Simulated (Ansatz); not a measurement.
An Ansatz (a program for electronic structure) input:

Ansatz 0.2 input:
```yaml
crystal:
  lattice:
    - [3.3054988612, 0.0, 0.0]
    - [-1.6527494306, 2.862645986, 0.0]
    - [0.0, 0.0, 5.1526356826]
  atoms:
    - { symbol: Hf, position: [0.6666666667, 0.3333333333, 0.75] }
    - { symbol: Hf, position: [0.3333333333, 0.6666666667, 0.25] }
    - { symbol: C, position: [0.0, 0.0, 0.0] }
    - { symbol: C, position: [0.0, 0.0, 0.5] }
kpoints:
  mp_grid: { grid: [10, 10, 6] }
  band_path:
    path:
      - [[0.0, 0.0, 0.0], [0.5, 0.0, 0.0], [0.3333333333, 0.3333333333, 0.0], [0.0, 0.0, 0.0], [0.0, 0.0, 0.5], [0.5, 0.0, 0.5], [0.3333333333, 0.3333333333, 0.5], [0.0, 0.0, 0.5]]  # Γ-M-K-Γ-A-L-H-A
      - [[0.5, 0.0, 0.5], [0.5, 0.0, 0.0]]  # L-M
      - [[0.3333333333, 0.3333333333, 0.5], [0.3333333333, 0.3333333333, 0.0]]  # H-K
    npoints: 8
basis: { xc_grid: 2 }
hamiltonian:
  xc: pbesol
  pseudopotentials: { kind: paw }
magnetization: { noncollinear: true, spin_orbit: true }
scf:
  n_extra_bands: 12
  convergence: { dr2_threshold: 0.0000000001 }
  occupations: { method: gaussian, width: 0.05 }
output: { eigenvalues: true }
```

**Question.** How many symmetry operations and irreducible k-points will the run report?

**Answer.** 24 operations, 56 of 600 k-points.

**Question.** With a cutoff of 420 eV, how many plane waves at Γ?

**Answer.** 965.

It took very roughly 70 core-seconds on shared server cores.

Space group P6_3/mmc (NiAs type). The workflow started from a Materials Project entry (that database holds measured and hypothetical structures alike); the Crystallography Open Database copy checked does not list it. It is not the phase usual at ambient conditions (space group No. 225). The cell was relaxed with PBEsol under the symmetry of its start; its stability against distortions is not shown here. The run is not spin-polarised.

Potentials: the later of the program's two PAW sets.

Ansatz is a plane-wave DFT program.
